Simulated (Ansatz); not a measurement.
Ansatz (a program for electronic structure) input:

Ansatz 0.2 input:
```yaml
crystal:
  lattice:
    - [0.0, 1.7315828849, 1.7315828849]
    - [1.7315828849, 0.0, 1.7315828849]
    - [1.7315828849, 1.7315828849, 0.0]
  atoms:
    - { symbol: Ni, position: [0.0, 0.0, 0.0], spin: 0.66 }
kpoints:
  mp_grid: { grid: [35, 35, 35] }
hamiltonian:
  xc: pbesol
  pseudopotentials: { kind: paw }
magnetization: { spin_polarized: true }
scf:
  occupations: { method: fermi_dirac, width: 0.1 }
elastic: { mode: relaxed_ion, stencil: two_point, amplitude: 0.005, f_tol: 0.0005 }
```

Output (shortened):

```
Pseudopotentials: kind: paw
Pseudopotential: Ni, paw, valence charge 18
Functional definition: PBEsol
a single point of the input's cell can leave the moments in the input for a lower state (scf.lower_state_search) …
Crystal: 1 atoms, lattice volume = 10.384 Å³
Basis set: ecut = 420 eV, 181 PW (Γ), exchange–correlation on 36×36×36 points (8 copies of the dense FFT grid, shifted against one another)
Bands: 14, of which v1, the nominal top of the filled ones, is band 9 counted from 1 (8 counted from 0)
Symmetry: 48 space group operations
Space group: Fm-3m (ITA 225), of the structure as read, at distance tolerance 2.2e-5 Å
k-points: 1140 of 42875
PAW frozen core: Ni, regenerated for the run's functional, and the local potential with it
Initial density: superposition of atomic densities (chi_scale 0.1, normalization cell)
Starting moments: Σ|m| = 0.66 μB on 1 of 1 site
Initial wavefunctions: pseudopotential atomic-orbital guess
Eigensolver: davidson
Functional: x = pbesol(κ = 0.804, μ = 0.12345679012345678), c = pbesol(β = 0.046)
SCF 1 converged in 10 iterations: F = -5805.000249 eV  dr2 = 4.03e-11
a single point of the input's cell can leave the moments in the input for a lower state (scf.lower_state_search) …
Crystal: 1 atoms, lattice volume = 10.384 Å³
Initial density: read from a saved state, or passed on in memory by an earlier SCF of this step, an earlier step, the calling program or the single point that …
Stability of the state it starts from, as read at its close in the collinear treatment …
Starting moments: Σ|m| = 0.66 μB on 1 of 1 site; this step starts from the density that it was given
all-band conjugate gradients solve this SCF's bands
SCF 2 converged in 9 iterations: F = -5805.000249 eV  dr2 = 5.79e-15
density extrapolation: transplant  |δρ|_rms = 2.412e-2 e/Å³  SAD shift = 1.136e-2 e/Å³
Crystal: 1 atoms, lattice volume = 10.332 Å³
Symmetry: 16 space group operations
k-points: 3078 of 42875
Initial density: handed on by an earlier stage of this run
Initial wavefunctions: those handed on with the density
SCF 3 converged in 9 iterations: F = -5804.999889 eV  dr2 = 3.82e-14
density extrapolation: first-order (α = -2.000)  |δρ|_rms = 2.412e-2 e/Å³  SAD shift = 1.128e-2 e/Å³
Crystal: 1 atoms, lattice volume = 10.436 Å³
SCF 4 converged in 8 iterations: F = -5805.000092 eV  dr2 = 1.12e-14
density extrapolation: transplant  |δρ|_rms = 2.412e-2 e/Å³  SAD shift = 6.459e-3 e/Å³
Crystal: 1 atoms, lattice volume = 10.384 Å³
Symmetry: 8 space group operations
k-points: 5832 of 42875
SCF 5 converged in 9 iterations: F = -5805.000126 eV  dr2 = 2.35e-15
density extrapolation: first-order (α = -2.000)  |δρ|_rms = 2.412e-2 e/Å³  SAD shift = 6.459e-3 e/Å³
Crystal: 1 atoms, lattice volume = 10.384 Å³
SCF 6 converged in 7 iterations: F = -5805.000126 eV  dr2 = 5.84e-15
SCF converged after 9 iterations
Magnetization: 0.6099 μB (9.3050 up, 8.6950 down)
Absolute magnetization: 0.6859 μB (∫|ρ↑−ρ↓|, with the PAW one-centre terms)
Spin contamination: 0.0053 ħ² per cell (⟨S²⟩ above its minimum at these occupations)
Per-site moments (μB) at R_I (Å): [(0.6427521343778085, 1.0101415500819677)]
Free energy (F): -5805.000249 eV
Harris-Foulkes:  -5805.000249 eV  (|F-HF|=0.00e0)
Internal energy: -5804.948026 eV  (E = F + TS)
E sigma→0 (E₀):  -5804.974137 eV
Entropy (-TS):   -0.052223 eV (-52.223 meV/atom)
Fermi energy:    19.075187 eV
--- Per-component energies (eV) ---
  E_band       = -268.303278
  E_kinetic    = 283.223430
  E_local      = -3358.185879  (includes V_loc(G=0)·N_el)
  E_nonlocal   = 635.848310
  E_hartree    = 1401.300199
  E_xc         = -84.899200
  E_vxc        = -109.888644  (∫ρ·V_xc dr)
  E_paw        = -1594.130325  (= ΣΔE_a)
  E_vpaw       = -521.901381  (= ΣTr[D̂ρ^β])
  E_aug_tail   = 0.000483  (compensation charges beyond the density's cutoff)
  E_ewald      = -3088.302333
  E_core_change = 0.197289  (= ΣΔE_core)
  E_smearing   = -0.052223  (= −TS)
  E_closure    = 0.000000  (closes the sum)
  Σ components = -5805.000249   (vs F -5805.000249, Δ=0.00e0)
--- Forces (eV/Å), atoms counted from 1 ---
  atom   1  Ni     0.00000000     0.00000000     0.00000000
  max |Σ_I F_I| component: 0.0 eV/Å
--- Stress (GPa, compression-positive) ---
        0.307733       0.000000       0.000000
        0.000000       0.307733       0.000000
        0.000000       0.000000       0.307733
  P = ⅓ Tr σ = 0.3077 GPa (3.077 kbar)
  The stress holds the Pulay correction. Without it, at fixed plane waves, as pw.x and ABINIT print it: P = 0.2514 GPa
  The stress includes an estimate of the error left by incomplete SCF convergence (largest component 0.0000 GPa).
--- Band table (eV; the first three rows and the last of 2280) ---
  k-point 0 ↑: bands = ["-84.3379", "-44.7157", "-44.7157", "-44.7157", "9.5824", "16.5290", "16.5290", "16.5290", "17.7801", "17.7801", "42.9093", "47.2315", "47.2315", "47.2315"]
  k-point 1 ↑: bands = ["-84.3376", "-44.7179", "-44.7160", "-44.7160", "9.6156", "16.5197", "16.5370", "16.5370", "17.7765", "17.7765", "42.8335", "46.6103", "47.1366", "47.1366"]
  k-point 2 ↑: bands = ["-84.3366", "-44.7242", "-44.7170", "-44.7170", "9.7149", "16.4924", "16.5602", "16.5602", "17.7665", "17.7665", "42.5403", "45.5360", "46.8985", "46.8985"]
  k-point 1139 ↓: bands = ["-83.4795", "-44.1141", "-44.1078", "-44.0344", "15.4275", "16.3039", "16.4505", "18.2881", "19.4781", "26.9845", "27.2529", "29.5852", "30.7922", "49.3976"]
  band table: 14 of 14 bands, residual norms ≤ 1.0e-3 eV
--- Elastic constants: 2 strain directions × 2 members + reference (group order 48) ---
  dense FFT box of the reference and of every strained cell: 18×18×18
  strains applied: 11, 23; error gains: componentwise 1.00 (the most a stress slope's error grows in a printed constant), spectral 1.73 (1 for all six strains …
  C = ∂σ_k/∂η_j (tension-positive GPa; Voigt order 11 22 33 23 13 12):
       318.740    185.707    185.707      0.000      0.000      0.000
       185.707    318.740    185.707      0.000      0.000      0.000
       185.707    185.707    318.740      0.000      0.000      0.000
         0.000      0.000      0.000    151.549      0.000      0.000
         0.000      0.000      0.000      0.000    151.549      0.000
         0.000      0.000      0.000      0.000      0.000    151.549
  reference stress σ⁰ (GPa):     -0.308     -0.308     -0.308      0.000      0.000      0.000
  moduli (Voigt/Reuss/Hill, GPa): K = 230.05/230.05/230.05   G = 117.54/100.27/108.90   E = 282.19   ν = 0.296
  mechanically stable: yes (min eigenvalue of sym C = 133.03 GPa)
  strain η (Voigt 11):  stress-route row diagonal C_11 = 318.74 GPa, energy-path curvature d²(F+E_count+ΔE)/dδ²/Ω₀ = 318.74 GPa
         δ    σ_11 (GPa)             F (eV)   n_scf  n_hpsi   n_pw
    -5.000e-3      -1.9210       -5804.9998894       9  1727213    212   relax 0 steps, max|allowed force component| 0.00e0 eV/Å
     5.000e-3       1.2664       -5805.0000923       8  1657709    212   relax 0 steps, max|allowed force component| 0.00e0 eV/Å
  strain η (Voigt 23):  stress-route row diagonal C_44 = 151.55 GPa, energy-path curvature d²(F+E_count+ΔE)/dδ²/Ω₀ = 151.70 GPa
         δ    σ_23 (GPa)             F (eV)   n_scf  n_hpsi   n_pw
    -5.000e-3      -0.7577       -5805.0001263       9  3580784    212   relax 0 steps, max|allowed force component| 0.00e0 eV/Å
     5.000e-3       0.7577       -5805.0001263       7  3204872    212   relax 0 steps, max|allowed force component| 0.00e0 eV/Å
```

Cost: very roughly 12 core-minutes on shared cores.

The PBEsol relaxation kept the symmetry of its start. Magnetic state: ferromagnetic, chosen from 3 collinear starts compared on coarse meshes (ties went to the first, and starts can fall back to one state), not a proven ground state. Textbook magnetic order: ferromagnetic. As this level gives no gap, shear constants depend on the k-mesh and smearing (Fermi–Dirac, 0.1 eV here). On the denser mesh and wider smearing of the elastic run this cell carries a stress of 0.3 GPa.

Potentials: the later of the program's two PAW sets.

Ansatz is a plane-wave DFT program.
